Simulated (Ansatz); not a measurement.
A geometry of MgRh away from equilibrium: step 15 of the relaxation of a generated cell, MgRh placed in the AFLOW prototype AB_tP4_129_a_c (B10, as in PbO). These are PBEsol (plane waves to 420 eV, PAW, scalar-relativistic; Ansatz, an electronic-structure program) values and carry that method's errors. Γ-centred k-mesh 9×9×7 on the run's cell (coarser than for final values), Fermi–Dirac smearing 0.05 eV.

```
CELL_PARAMETERS angstrom
      4.26165     0.00000     0.00000
      0.00000     4.26165     0.00000
      0.00000     0.00000     3.16139
ATOMIC_POSITIONS crystal
  Mg 0.50000 0.00000 0.50000
  Mg 0.00000 0.50000 0.50000
  Rh 0.00000 0.00000 0.00000
  Rh 0.50000 0.50000 0.00000
```

**Question.** Which atoms carry the largest force, and which way does it point?

**Answer.** No atom: all forces are below 0.005 eV/Å; only the cell is out of equilibrium.

**Question.** What is the pressure?

**Answer.** +2.9 GPa, compression positive.

**Question.** How far above the relaxed end point is this geometry?

**Answer.** 0.01 eV/atom; the path ends in Pm-3m (No. 221) (CsCl type).

No spin polarisation in the result.

The run could not lose the symmetry of its start; a randomly shaken copy of 4 atoms returns to this structure.
